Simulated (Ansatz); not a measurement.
LaNbO$_{4}$ (space group C2/c)

```yaml
crystal:
  lattice:
    - [3.62358, -5.71078, 0.00000]
    - [3.62358, 5.71078, 0.00000]
    - [-3.33040, 0.00000, 3.93657]
  atoms:
    - { symbol: La, position: [0.63052, 0.36948, 0.75000] }
    - { symbol: La, position: [0.36948, 0.63052, 0.25000] }
    - { symbol: Nb, position: [0.10033, 0.89967, 0.75000] }
    - { symbol: Nb, position: [0.89967, 0.10033, 0.25000] }
    - { symbol: O, position: [0.79639, 0.73330, 0.30736] }
    - { symbol: O, position: [0.20361, 0.26670, 0.69264] }
    - { symbol: O, position: [0.26670, 0.20361, 0.19264] }
    - { symbol: O, position: [0.73330, 0.79639, 0.80736] }
    - { symbol: O, position: [0.05567, 0.64653, 0.83944] }
    - { symbol: O, position: [0.94433, 0.35347, 0.16056] }
    - { symbol: O, position: [0.35347, 0.94433, 0.66056] }
    - { symbol: O, position: [0.64653, 0.05567, 0.33944] }
```

The slice is a (1 0 -1) plane (indices of the conventional cell) through the point (0.944, 0.353, 0.161) (fractional), spanned by u = [111] and v = [1 -1 0] in vectors of this cell: u (5.55 Å) and v (11.42 Å, at 90° to u). It covers one period; positions are fractions (u, v).

Method: PBEsol (plane waves to 420 eV, PAW, scalar-relativistic; Ansatz, a quantum-chemistry and plane-wave program). k mesh 6×6×7. Near the nuclei the fields are pseudised (PAW); where an atom keeps semicore shells as valence, they peak there. LaNbO4 is run without spin polarisation. LaNbO4 was relaxed with its symmetry unable to fall.

Question: Sketch the electron localisation function (ELF) on this plane as a map.

Answer: 
```
|9999880000559999996600118899|
|99884400228899xx999911002277|
|11110000338888xx998811000000|
|0000000011559999995500112200|
|1166773300113355441100222200|
|7799998822000000000000000011|
|99xxxx9955000044776622000044|
|99xxxx9955004499999988110044|
|7799998822007799xx9999220011|
|0033331100006699999977110000|
|0000001100002277998822113322|
|0033778866220011331100226644|
|1188998899771100000000113311|
|2299xxxx99881100114444110000|
|1199999999660000779999883300|
|00558888661100229999xx998811|
|000011110000001199xxxx998822|
|0000000022553300669999995500|
|4477440022554400114455330000|
|9999994400111100000000000044|
|99xx998811000033777744000077|
|99xx999922002299999999440066|
|8899996600005599xxxx99660022|
|1133220000002299998899440000|
|1100000011110044999977110000|
|8877220022220000224411002266|
|8899770000000000000000117799|
|xxxx9911000022554411003399xx|
```
Scale: ten equal steps from 0.03 (start of '0') to 0.84 (end of '9'), in the order '0123456789'. Values: electron localisation function (ELF). The map has 14 points along u (two characters each, u = 0 at the left) and 28 along v (v = 0 in the bottom row). Points within 0.4 Å of a nucleus are blanked (x), as the pseudised field means little there.
